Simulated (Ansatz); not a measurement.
Computed bands of a relaxed Ir slab cut along (2 1 1).

Miller indices refer to the conventional cell of Fm-3m (No. 225), a = 3.830 Å, b = 3.830 Å, c = 3.830 Å, α = 90.00°, β = 90.00°, γ = 90.00°.

The slab has 13 planes, was cut to end in Ir at the top (+c) and Ir at the bottom, and its atoms stand where a relaxation without spin-orbit coupling left them. Listed are levels within 1.2 eV of the Fermi level, the 22 nearest at most. Weights are Löwdin projections on the datasets' atomic orbitals, as shares of the full norm: they are low for levels that spill into the vacuum or into shells that a dataset lacks. Two planes next to each face count as outer, 4 of 13 in all, so a level spread evenly over the slab has a weight near 0.31.

```yaml
crystal:
  lattice:
    - [2.70838, 0.00000, 0.00000]
    - [0.00000, 6.63415, 0.00000]
    - [0.00000, 0.00000, 24.38211]
  atoms:
    - { symbol: Ir, position: [0.50000, 0.65169, 0.31370] }
    - { symbol: Ir, position: [0.00000, 0.33148, 0.34372] }
    - { symbol: Ir, position: [0.50000, 0.00135, 0.36884] }
    - { symbol: Ir, position: [0.00000, 0.66948, 0.40436] }
    - { symbol: Ir, position: [0.50000, 0.33117, 0.43831] }
    - { symbol: Ir, position: [0.00000, 0.99861, 0.46679] }
    - { symbol: Ir, position: [0.50000, 0.66667, 0.50000] }
    - { symbol: Ir, position: [0.00000, 0.33472, 0.53321] }
    - { symbol: Ir, position: [0.50000, 0.00217, 0.56169] }
    - { symbol: Ir, position: [0.00000, 0.66385, 0.59564] }
    - { symbol: Ir, position: [0.50000, 0.33198, 0.63116] }
    - { symbol: Ir, position: [0.00000, 0.00186, 0.65628] }
    - { symbol: Ir, position: [0.50000, 0.68164, 0.68630] }
```

All numbers below come from DFT PBEsol, scalar-relativistic, plane waves, PAW in Ansatz.

Plane waves to 420 eV, a k mesh through Γ of 13×5×1 on the computed 13-atom cell and Gaussian smearing (0.10 eV); no spin polarisation. The cell repeats along c with a dipole correction in the vacuum.

Launched as
```bash
ansatz run input.yaml --threads 8 --pin off --max-ram 15360MiB --backend cpu --events-out ev --progress --plain --runs-dir out
```

2.3 min on 8 threads of Arm Neoverse V1, with other jobs on the host, peak memory 4 GiB

Levels at X (0.500, 0.000), in eV from the Fermi level, with weights (averaged over levels within 1.5 meV, which needn't be degenerate by symmetry):
```tsv
level	outer two planes of both faces
-1.151	0.50
-1.058	0.20
-1.051	0.32
-0.280	0.48
-0.244	0.44
-0.065	0.32
0.056	0.58
0.340	0.28
0.580	0.38
0.613	0.32
0.621	0.16
0.697	0.12
0.756	0.22
0.886	0.18
0.960	0.46
1.078	0.10
1.167	0.24
```

Levels at Γ (0.000, 0.000), in eV from the Fermi level, with weights (averaged over levels within 1.5 meV, which needn't be degenerate by symmetry):
```tsv
level	outer two planes of both faces
-1.183	0.26
-1.113	0.66
-1.025	0.42
-0.937	0.24
-0.756	0.48
-0.751	0.56
-0.604	0.36
-0.395	0.16
-0.331	0.54
-0.227	0.32
0.233	0.40
0.461	0.50
0.594	0.28
0.684	0.18
0.793	0.12
0.868	0.32
0.945	0.24
0.975	0.32
1.032	0.14
1.045	0.28
1.198	0.44
```

Levels at Y (0.000, 0.500), in eV from the Fermi level, with weights (averaged over levels within 1.5 meV, which needn't be degenerate by symmetry):
```
 level  outer two planes of both faces
-1.184                            0.30
-0.927                            0.30
-0.839                            0.12
-0.797                            0.34
-0.730                            0.24
-0.491                            0.26
-0.348                            0.28
-0.324                            0.44
-0.280                            0.48
-0.123                            0.36
-0.024                            0.44
 0.001                            0.18
 0.239                            0.44
 0.245                            0.14
 0.703                            0.14
 0.720                            0.48
 0.791                            0.34
 0.836                            0.18
 0.842                            0.24
 0.852                            0.32
 1.145                            0.20
 1.199                            0.60
```

Levels at S (0.500, 0.500), in eV from the Fermi level, with weights (averaged over levels within 1.5 meV, which needn't be degenerate by symmetry):
```tsv
level	outer two planes of both faces
-1.183	0.18
-1.067	0.20
-0.995	0.28
-0.854	0.54
-0.648	0.52
-0.535	0.48
-0.312	0.16
-0.220	0.40
-0.154	0.04
-0.111	0.38
-0.050	0.34
0.095	0.22
0.315	0.44
0.570	0.26
0.710	0.30
0.797	0.08
0.930	0.38
0.936	0.34
0.948	0.36
1.041	0.26
1.157	0.14
1.186	0.46
```

Bands cross the Fermi level. 2 of the listed levels have a weight of 0.6 or more on the outer planes; the nearest to the Fermi level is at -1.11 eV at Γ. The work function of the top face is 5.38 eV. In a slab this thin the states of the two faces can couple and split. Spin-orbit coupling is left out, which matters for the bands of heavy elements.
